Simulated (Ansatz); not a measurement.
Input:

GaN:
```
GaN
1.0
    2.94047     0.00000     0.00000
   -1.47024     2.54653     0.00000
    0.00000     0.00000     2.65452
Ga N
1 1
Direct
  0.00000   0.00000   0.00000
  0.66667   0.33333   0.50000
```

This is the PBEsol-relaxed structure.

Task: All from PBEsol (plane waves, PAW; program Ansatz), unless another level is named. Predict the highest zone-centre frequency.

Result: 303 cm⁻¹.

Task: Next, the bulk modulus (Birch–Murnaghan fit)?

Result: 190 GPa.

Space group P-6m2. The cell is a constructed one: a structure type filled with these elements; neither database checked (COD, Materials Project) lists it. It is not the phase usual at ambient conditions (space group No. 186, 216). The PBEsol relaxation kept the symmetry of its start. At this level the phase is dynamically unstable (imaginary phonons). As this level gives no gap, phonon frequencies hold no LO–TO term and depend on the k-mesh and smearing (Fermi–Dirac, 0.1 eV here).

Potentials: the earlier of the program's two PAW sets. The files were generated under PBE; for other functionals the program regenerates the frozen cores, and for LDA and PBEsol the local potential too.
